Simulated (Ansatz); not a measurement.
CdSiP$_{2}$ (chalcopyrite, I-42d), DFT-PBE in the program Ansatz with PAW potentials, all energies at zero smearing, with the estimated change up to a 700 eV cutoff added, with one set of potentials and settings (totals compare only within such a set). Cell of 8 atoms (2 Cd, 2 Si, 4 P): -20805.055 eV.

| element | reference phase | E (eV/atom) |
|---|---|---|
| Cd | P6_3/mmc, 2 atoms in the cell | -8254.4547 |
| Si | Fd-3m, 2 atoms in the cell | -635.8096 |
| P | Cmce, 4 atoms in the cell | -755.6743 |

Formation energy per atom, worked out: (-20805.055 − 2×(-8254.4547) − 2×(-635.8096) − 4×(-755.6743))/8 = -0.229 eV/atom (-22 kJ per mol of atoms), at 0 K, without zero-point energy or fitted corrections.

The PBE relaxation kept the symmetry of its start. The references are the lowest solids computed at this level, not always the standard phases.

Potentials: the later of the program's two PAW sets.
